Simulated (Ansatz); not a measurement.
A structure of MgO relaxed with PBEsol (plane waves to 420 eV, PAW, scalar-relativistic; Ansatz, a first-principles code); single points at other levels follow on the same geometry (Ansatz, PAW; HSE06 at 420 eV on a 8×8×4 k-mesh; no spin-orbit coupling). Space group P6₃/mmc (No. 194).

MgO is modelled in the hexagonal space group P6₃/mmc (No. 194), the NiAs type structure, Pearson symbol hP4. Lattice parameters: a = 2.9289 Å, b = 2.9289 Å, c = 5.1128 Å, α = 90.00°, β = 90.00°, γ = 120.00°. Mg on 2a is surrounded by 6 O at 2.120 Å (octahedral). O on 2d is surrounded by 6 Mg at 2.120 Å (trigonal prismatic). (Neighbours: up to the widest gap in distance over summed covalent radii, below 1.35, at either atom; cation-cation and far metal-metal contacts left out.)

| level | gap (eV) | kind | conduction minimum |
|---|---|---|---|
| PBEsol | 4.27 | direct | Γ |
| HSE06 | ___ | – | ___ |

Q: What belongs in the gaps?

A: 
- HSE06, gap (eV): 6.11
- HSE06, conduction minimum: Γ

No spin polarisation in the result.

The run could not lose the symmetry of its start.

The first start was generated by placing the elements on the sites of a structure type. Materials Project lists a structure of MgO in the same space group, P6₃/mmc (No. 194); the sites were not compared with it, nor with measured phases. Known forms of MgO include space group No. 225.
